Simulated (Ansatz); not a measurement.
Is this Nb2Si2O structure a true minimum?

The structure comes from a generated guess, relaxed at this level; another structure or a mixture of phases may lie lower.

Method: DFT PBE, scalar-relativistic, plane waves, PAW (Ansatz 0.2.0). Cutoff 420 eV; k points 12×12×6 on the computed 5-atom cell (Γ-centred); Gaussian smearing, width 0.10 eV; no spin polarisation.

The cell below (5 atoms, space group P-3m1 (No. 164)) is relaxed within its symmetry.

```
Nb Si O
1.0
     3.51650    0.00000    0.00000
    -1.75825    3.04538    0.00000
     0.00000    0.00000    6.70270
Nb Si O
2 2 1
Direct
  0.33333 0.66667 0.15386
  0.66667 0.33333 0.84614
  0.33333 0.66667 0.58587
  0.66667 0.33333 0.41413
  0.00000 0.00000 0.00000
```

For the test a repeat of it with 10 atoms (edges 3.52, 3.52, 13.41 Å) was strained at random (σ = 1.5 % a component), the atoms were moved at random (σ = 0.05 Å), and all was relaxed again on a coarse 6×6×2 mesh (in the run’s order of axes) with 0.20 eV smearing, with no symmetry imposed.

The cell is a metal run without spin; a magnetic state may lie lower.

**Question.** Is the structure stable against such a distortion?

**Answer.** It doesn't return. The energy falls by 3 meV/atom on that mesh, the volume changes by -0.3 %, and the end has space group C2/m (No. 12) at a loose tolerance. Relaxed again on a 12×12×6 mesh with 0.10 eV smearing, the new structure lies 7 meV/atom below the first (mesh in the axes of the run's cell; the cell below is made exact in the group named). Space group C2/m (No. 12), monoclinic, a = 6.454 Å, b = 3.296 Å, c = 6.748 Å, β = 91.8°. Nb is surrounded by 3 O at 2.28–2.30 Å, 3 Si at 2.64–2.73 Å, 2 Nb at 2.80 Å and 1 Si at 2.90 Å; Si has 3 Si at 2.33–2.35 Å, 3 Nb at 2.64–2.73 Å and 1 Nb at 2.90 Å; O has 6 Nb at 2.28–2.30 Å.

Space group C2/m (No. 12). a = 6.454 Å, b = 3.296 Å, c = 6.748 Å, α = 90.00°, β = 91.79°, γ = 90.00°
| atom | site | symmetry | x | y | z |
| --- | --- | --- | --- | --- | --- |
| Nb | 4i | m | 0.6816 | 0.0000 | 0.8436 |
| Si | 4i | m | 0.6538 | 0.0000 | 0.4144 |
| O | 2a | 2/m | 0.0000 | 0.0000 | 0.0000 |
